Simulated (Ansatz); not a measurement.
Ag:
```cif
data_Ag2
_chemical_formula_sum 'Ag2'
_space_group_name_H-M_alt 'P 1'
_space_group_IT_number 1
_cell_length_a 3.96752
_cell_length_b 3.96752
_cell_length_c 3.96752
_cell_angle_alpha 96.922
_cell_angle_beta 96.922
_cell_angle_gamma 139.373
loop_
_space_group_symop_operation_xyz
  'x, y, z'
loop_
_atom_site_label
_atom_site_type_symbol
_atom_site_fract_x
_atom_site_fract_y
_atom_site_fract_z
_atom_site_occupancy
Ag1 Ag 0.00000 0.00000 0.00000 1
Ag2 Ag 0.75000 0.25000 0.50000 1
```

Relaxed with r²SCAN.

**Question.** Which orbitals make up the states near the Fermi level in plane-wave PAW r²SCAN (Ansatz code)?

**Answer.** Within 0.5 eV of the Fermi level: Ag 5s 60 %, Ag 4d 12 %, outside the projected shells 28 %. Projections are on Löwdin-orthogonalised atomic valence shells; empty p or d shells of many metals are not among them.

**Question.** Tabulate the density of states.

**Answer.** States/eV per cell of 2 atoms, in 0.25 eV bins, energy from the Fermi level.

| E (eV) | total | Ag 4d | Ag 5s | Ag 4p |
|---|---|---|---|---|
| -7.25 | 0.00 | 0.00 | 0.00 | 0.00 |
| -7.00 | 0.07 | 0.00 | 0.07 | 0.00 |
| -6.75 | 0.15 | 0.01 | 0.14 | 0.00 |
| -6.50 | 0.25 | 0.04 | 0.21 | 0.00 |
| -6.25 | 1.34 | 1.02 | 0.32 | 0.00 |
| -6.00 | 8.38 | 7.74 | 0.62 | 0.01 |
| -5.75 | 8.04 | 7.41 | 0.61 | 0.01 |
| -5.50 | 7.60 | 7.16 | 0.40 | 0.01 |
| -5.25 | 6.56 | 6.05 | 0.48 | 0.01 |
| -5.00 | 4.40 | 4.06 | 0.31 | 0.01 |
| -4.75 | 4.82 | 4.62 | 0.17 | 0.01 |
| -4.50 | 5.89 | 5.61 | 0.24 | 0.01 |
| -4.25 | 4.95 | 4.78 | 0.14 | 0.00 |
| -4.00 | 8.44 | 8.19 | 0.22 | 0.00 |
| -3.75 | 8.54 | 8.37 | 0.15 | 0.00 |
| -3.50 | 5.62 | 5.45 | 0.15 | 0.00 |
| -3.25 | 3.61 | 3.43 | 0.15 | 0.00 |
| -3.00 | 3.26 | 3.04 | 0.20 | 0.00 |
| -2.75 | 1.20 | 0.97 | 0.21 | 0.00 |
| -2.50 | 0.45 | 0.20 | 0.24 | 0.00 |
| -2.25 | 0.43 | 0.15 | 0.26 | 0.00 |
| -2.00 | 0.43 | 0.13 | 0.27 | 0.00 |
| -1.75 | 0.43 | 0.12 | 0.29 | 0.00 |
| -1.50 | 0.44 | 0.10 | 0.30 | 0.00 |
| -1.25 | 0.45 | 0.09 | 0.30 | 0.00 |
| -1.00 | 0.47 | 0.09 | 0.31 | 0.00 |
| -0.75 | 0.48 | 0.08 | 0.32 | 0.00 |
| -0.50 | 0.50 | 0.07 | 0.32 | 0.00 |
| -0.25 | 0.51 | 0.07 | 0.32 | 0.00 |
| 0.00 | 0.51 | 0.06 | 0.31 | 0.00 |
| 0.25 | 0.52 | 0.05 | 0.31 | 0.00 |
| 0.50 | 0.56 | 0.05 | 0.31 | 0.00 |
| 0.75 | 0.55 | 0.04 | 0.29 | 0.00 |
| 1.00 | 0.52 | 0.04 | 0.27 | 0.00 |
| 1.25 | 0.48 | 0.03 | 0.24 | 0.00 |
| 1.50 | 0.43 | 0.03 | 0.21 | 0.00 |
| 1.75 | 0.37 | 0.02 | 0.20 | 0.00 |
| 2.00 | 0.38 | 0.02 | 0.22 | 0.00 |
| 2.25 | 0.48 | 0.04 | 0.29 | 0.00 |
| 2.50 | 0.51 | 0.04 | 0.29 | 0.00 |
| 2.75 | 0.55 | 0.04 | 0.30 | 0.00 |
| 3.00 | 0.75 | 0.05 | 0.42 | 0.00 |
| 3.25 | 0.66 | 0.04 | 0.33 | 0.00 |
| 3.50 | 0.64 | 0.03 | 0.30 | 0.00 |
| 3.75 | 0.72 | 0.03 | 0.33 | 0.00 |
| 4.00 | 0.75 | 0.03 | 0.31 | 0.00 |
| 4.25 | 0.77 | 0.02 | 0.28 | 0.00 |
| 4.50 | 0.79 | 0.02 | 0.25 | 0.00 |
| 4.75 | 0.79 | 0.02 | 0.21 | 0.00 |

Space group I4_1/amd (β-Sn type). The start of the workflow was typed in or built on a structure type; neither database checked (COD, Materials Project) lists it. It is not the phase usual at ambient conditions (space group No. 225). Symmetry was held in the r²SCAN relaxation; its stability against distortions is not shown here. The run is not spin-polarised. Spin–orbit coupling is left out wherever it is not named.

Potentials: the later of the program's two PAW sets.
